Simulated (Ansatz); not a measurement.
FeCo:
```yaml
crystal:
  lattice:
    - [2.80048, 0.00000, 0.00000]
    - [0.00000, 2.80048, 0.00000]
    - [0.00000, 0.00000, 2.80048]
  atoms:
    - { symbol: Fe, position: [0.00000, 0.00000, 0.00000], spin: 2.8 }
    - { symbol: Co, position: [0.50000, 0.50000, 0.50000], spin: 1.8 }
```

Relaxed with PBEsol.

Question: Tabulate the valence density and the electron localisation function along the shortest Co–Co contact (2.80 Å), PBEsol in the plane-wave PAW code Ansatz.

Answer: 

```tsv
distance from Co (Å)	density (e/Å³)	ELF
0.28	26.89	0.94
0.42	11.78	0.77
0.56	4.55	0.46
0.70	1.79	0.23
0.84	0.78	0.14
0.98	0.42	0.13
1.12	0.31	0.19
1.26	0.27	0.29
1.40	0.27	0.34
1.54	0.27	0.29
1.68	0.31	0.19
1.82	0.42	0.13
1.96	0.78	0.14
2.10	1.79	0.23
2.24	4.55	0.46
2.38	11.78	0.77
2.52	26.89	0.94
```

The density is the valence pseudo-density with augmentation charge, so density and ELF within about 1 Å of a nucleus are not all-electron values.

Space group Pm-3m (CsCl type). The PBEsol relaxation kept the symmetry of its start. Magnetic state: ferromagnetic, chosen from 5 collinear starts compared on coarse meshes (ties went to the first, and starts can fall back to one state), not a proven ground state. Textbook magnetic order: ferromagnetic.

Potentials: the later of the program's two PAW sets.
